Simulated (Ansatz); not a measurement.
# Elastic constants of TiRh3 at 15 GPa (stress–strain coefficients): input and output

Level of theory: DFT LDA, scalar-relativistic, plane waves, PAW (Ansatz 0.2.0).

Launched with:
```bash
ansatz run input.yaml --threads 1 --pin off --max-ram 3072MiB --backend cpu --events-out ev --progress --plain --runs-dir out
```

Input (bare energies are in eV):
```yaml
crystal:
  lattice:
    - [3.7124676528, 0.0, 0.0]
    - [0.0, 3.7124676528, 0.0]
    - [0.0, 0.0, 3.7124676528]
  atoms:
    - { symbol: Ti, position: [0.0, 0.0, 0.0] }
    - { symbol: Rh, position: [0.0, 0.5, 0.5] }
    - { symbol: Rh, position: [0.5, 0.0, 0.5] }
    - { symbol: Rh, position: [0.5, 0.5, 0.0] }
basis:
  ecutwfc: 420
kpoints:
  mp_grid: { grid: [12, 12, 12] }
hamiltonian:
  xc: lda
scf:
  occupations: { method: fermi_dirac, width: 0.15 }
output:
  forces: true
  stress: true
  eigenvalues: true
elastic:
  mode: relaxed_ion
  amplitude: 0.005
  stencil: two_point
```

From the output:
```
--- Elastic constants: 2 strain directions × 2 members + reference (group order 48) ---
  dense FFT box of the reference and of every strained cell: 25×25×25
  strains applied: 11, 23; error gains: componentwise 1.00 (the most a stress slope's error grows in a printed constant), spectral 1.73 (1 for all six strains in a standard setting)
  C = ∂σ_k/∂η_j (tension-positive GPa; Voigt order 11 22 33 23 13 12):
       489.979    272.264    272.264     -0.000     -0.000     -0.000
       272.264    489.979    272.264     -0.000     -0.000     -0.000
       272.264    272.264    489.979     -0.000     -0.000     -0.000
         0.000     -0.000     -0.000    231.176      0.000      0.000
         0.000      0.000     -0.000     -0.000    231.176      0.000
         0.000     -0.000      0.000      0.000      0.000    231.176
  reference stress σ⁰ (GPa):    -14.985    -14.985    -14.985     -0.000     -0.000     -0.000
  C* (energy form; C + prestress term) asymmetry max|C*_kj − C*_jk| = 1.853e-16 GPa — a small one proves nothing (zero by symmetry where the batch's group is 432, −43m or m−3m); a large one is finite-difference/SCF noise where every solve ...
  moduli (Voigt/Reuss/Hill, GPa): K = 344.84/344.84/344.84   G = 182.25/159.49/170.87   E = 439.94   ν = 0.287
  mechanically stable: yes (min eigenvalue of sym C = 217.71 GPa)
  strain η (Voigt 11):  stress-route row diagonal C_11 = 489.98 GPa, energy-path curvature d²(F+E_count+ΔE)/dδ²/Ω₀ = 489.96 GPa
         δ    σ_11 (GPa) F (eV) n_scf n_hpsi n_pw
    -5.000e-3     -17.4700      -21288.8610467      10  142666   1021   relax 0 steps, max|allowed force component| 1.28e-29 eV/Å
     5.000e-3     -12.5702      -21288.9089456       7  105399   1024   relax 0 steps, max|allowed force component| 1.70e-29 eV/Å
  strain η (Voigt 23):  stress-route row diagonal C_44 = 231.18 GPa, energy-path curvature d²(F+E_count+ΔE)/dδ²/Ω₀ = 238.66 GPa
         δ    σ_23 (GPa) F (eV) n_scf n_hpsi n_pw
    -5.000e-3      -1.1559      -21288.8859998       8  200403   1021   relax 0 steps, max|allowed force component| 3.79e-29 eV/Å
     5.000e-3       1.1559      -21288.8859998       7  163897   1021   relax 0 steps, max|allowed force component| 3.83e-29 eV/Å
```

It took 100 s on 1 thread of Arm Neoverse V2 (shared host), peak memory 0.72 GiB.

In a metal, frequencies and elastic constants depend on the k mesh and the smearing, soft modes and shear constants most. Other phases may be more stable at this pressure.